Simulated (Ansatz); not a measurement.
Level of theory: DFT PBE, scalar-relativistic, plane waves, PAW, and for the lanthanide a 4f-in-core norm-conserving potential, in Ansatz. The screen uses 690 eV, coarse Γ-centred meshes (up to 0.6 Å⁻¹ on the start cell), Gaussian smearing of 0.15 eV, tolerances of 0.08 eV/Å and 0.8 GPa and 16 steps at most, with the symmetry of each start kept. No spin polarisation. Energies are free energies per atom, good to some tens of meV/atom, end volumes are rough, and groups of ends are read at 0.1 Å.

Two trial cells of KTmI₄, not yet relaxed:

A.

```xyz
6
Lattice="5.3694 0.0000 0.0000 0.0000 5.3694 0.0000 0.0000 0.0000 9.7484" Properties=species:S:1:pos:R:3 pbc="T T T"
K     2.6847    2.6847    0.0000
Tm    0.0000    0.0000    4.8742
I     0.0000    2.6847    4.8742
I     2.6847    0.0000    4.8742
I     2.6847    2.6847    7.1146
I     2.6847    2.6847    2.6338
```

B.

```xyz
6
Lattice="5.1995 0.0000 0.0000 0.0000 5.1995 0.0000 0.0000 0.0000 7.4826" Properties=species:S:1:pos:R:3 pbc="T T T"
K     2.5997    2.5997    3.7413
Tm    0.0000    0.0000    0.0000
I     2.5997    0.0000    5.4828
I     0.0000    2.5997    1.9997
I     2.5997    0.0000    1.9997
I     0.0000    2.5997    5.4828
```

**Question.** Compare their energies before and after the relaxation.

**Answer.** As given, B is lower by 0.88 eV/atom. Relaxed, B is lower by 0.53 eV/atom, so the order holds. A goes from P4/mmm at 46.8 Å³/atom to P4/mmm at 69.1 Å³/atom and gains 0.64 eV/atom. B goes from P4/mmm at 33.7 Å³/atom to P4/mmm at 40.9 Å³/atom and gains 0.30 eV/atom. The closest pair in A goes from K–I at 2.63 Å to Tm–I at 2.88 Å. The closest pair in B goes from K–I at 3.13 Å to Tm–I at 3.26 Å. At the end: counting I atoms around K and Tm (those within 1.25 times the shortest such distance or 1.15 times the sum of covalent radii, 1.27 where that leaves under three), A has K 2, Tm 4 and B has K 8, Tm 8. The lowest end among all the guesses of this search lies 0.18 eV/atom under the better of the two.

Weakly bound directions are ill-defined at this level, which has no dispersion term (P4/mmm at 69.1 Å³/atom), and this can change margins and order among such cells. Spin–orbit coupling, which can matter for I, is left out.

The lanthanide is trivalent by construction, without f bands, f moments or other valences.
